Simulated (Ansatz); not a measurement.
Ge in space group Fmmm (No. 69; Ge on 8i, Ge on 8h) under volume change, DFT-PBEsol in the program Ansatz with PAW potentials, shape and atoms relaxed at each volume.

| V (Å³/atom) | E − E(relaxed) (meV/atom) | P (GPa) |
|---|---|---|
| 16.743 | 43.6 | 9.22 |
| 17.295 | 18.2 | 5.61 |
| 17.847 | 4.3 | 2.56 |
| 18.399 | 0.0 | 0.01 |
| 18.951 | 3.8 | -2.15 |
| 19.503 | 14.2 | -3.89 |
| 20.055 | 30.3 | -5.37 |

Problem. What does a third-order Birch–Murnaghan fit give for V₀, B₀ and B′?

Solution. V₀ = 18.40 Å³/atom, B₀ = 77.4 GPa, B′ = 5.0.

The first step of the workflow began from a Materials Project structure, measured or hypothetical; the Crystallography Open Database copy checked does not list it. It is not the phase usual at ambient conditions (space group No. 227). The cell was relaxed with PBEsol under the symmetry of its start; phonons show weakly imaginary modes.

Potentials: the later of the program's two PAW sets.
